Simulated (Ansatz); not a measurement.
## Structures of V$_{3}$BMo: which is lowest?

Plane-wave DFT in Ansatz with scalar-relativistic PAW potentials, cutoff 420 eV, Γ-centred meshes chosen by cell and gap, Gaussian smearing with energies taken to zero width. Every cell was relaxed (cell and atoms) in a run of its own, within the symmetry of its start. Functional: PBE.

Relaxed structures (starts from databases or built by putting these elements on another compound's sites):
A. Pm-3m, 5 atoms in the computed cell, a = 4.051 Å; sites (symmetry × multiplicity) V 4/mm.m × 3, B m-3m × 1, Mo m-3m × 1; start: built
B. R-3m, 5 atoms in the computed cell, a = 5.916 Å, c = 6.570 Å; sites (symmetry × multiplicity) V .2/m × 9, B -3m × 3, Mo -3m × 3; start: built

Question: Rank them by energy. Could pressure change the order?

Answer:
| structure | group | E − E(lowest) (meV/atom) | V (Å³/atom) | gap on mesh (eV) |
| --- | --- | --- | --- | --- |
| B | R-3m | 0.0 | 13.28 | 0.00 |
| A | Pm-3m | 10.5 | 13.30 | 0.00 |

B is lowest, 11 meV/atom under A. The two lowest differ in volume by under 3 %, too little for a first-order estimate of what pressure does to that pair (other pairs aren't weighed here); with rigid cells even 3 % in favour of the higher one would need about 4 GPa. Other structures may lie lower than all of these, and vibrations aren't counted.